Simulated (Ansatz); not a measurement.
Relaxed-ion elastic tensor of Cs2AgBiBr6 in space group Fm-3m (No. 225; Bi on 4a, Ag on 4b, Cs on 8c, Br on 24e) in GPa (Voigt order), PBE (plane waves, PAW; program Ansatz); density 4.67 g/cm³, 37.80 Å³ per atom.

|  | 1 | 2 | 3 | 4 | 5 | 6 |
|---|---|---|---|---|---|---|
| 1 | 31.4 | 15.2 | 15.2 | 0.0 | 0.0 | 0.0 |
| 2 | 15.2 | 31.4 | 15.2 | 0.0 | 0.0 | 0.0 |
| 3 | 15.2 | 15.2 | 31.4 | 0.0 | 0.0 | 0.0 |
| 4 | 0.0 | 0.0 | 0.0 | 6.6 | 0.0 | 0.0 |
| 5 | 0.0 | 0.0 | 0.0 | 0.0 | 6.6 | 0.0 |
| 6 | 0.0 | 0.0 | 0.0 | 0.0 | 0.0 | 6.6 |

Q: Is the crystal mechanically stable?

A: Yes: the smallest eigenvalue of C is 6.6 GPa.

Q: Work out the Voigt, Reuss and Hill averages.

A: K_V = 20.6, K_R = 20.6, K_H = 20.6; G_V = 7.2, G_R = 7.1, G_H = 7.2 GPa.

Q: Give Young's modulus, Poisson's ratio, Pugh's ratio and the universal anisotropy index.

A: E = 9KG/(3K + G) = 19.2 GPa; ν = 0.34; K/G = 2.87 (ductile by the Pugh limit of 1.75); A_U = 5G_V/G_R + K_V/K_R − 6 = 0.05.

Q: Estimate the sound speeds and the Debye temperature.

A: v_l = √((K + 4G/3)/ρ) = 2540 m/s, v_t = √(G/ρ) = 1240 m/s, mean 1390 m/s; Θ = (h/k)(3n/4πV)^(1/3) v_m = 123 K.

Q: Give the Zener ratio and Young's modulus along [100], [110] and [111].

A: A = 2C44/(C11 − C12) = 0.82; 1/E = S11 − 2(S11 − S12 − S44/2)Γ with Γ = 0, 1/4, 1/3 gives 21.5, 18.7, 17.9 GPa.

Q: Solve the Christoffel equation for the three sound speeds along [100], [110], [111].

A: Eigenvalues of C_ijkl n_j n_l equal ρv². In km/s, slowest first: [100] 1.19, 1.19, 2.59; [110] 1.19, 1.32, 2.53; [111] 1.28, 1.28, 2.51.

The PBE relaxation kept the symmetry of its start; phonons show weakly imaginary modes. The run is not spin-polarised. Scalar-relativistic: spin–orbit coupling is off unless named, which matters more the heavier the elements.

Potentials: the later of the program's two PAW sets.
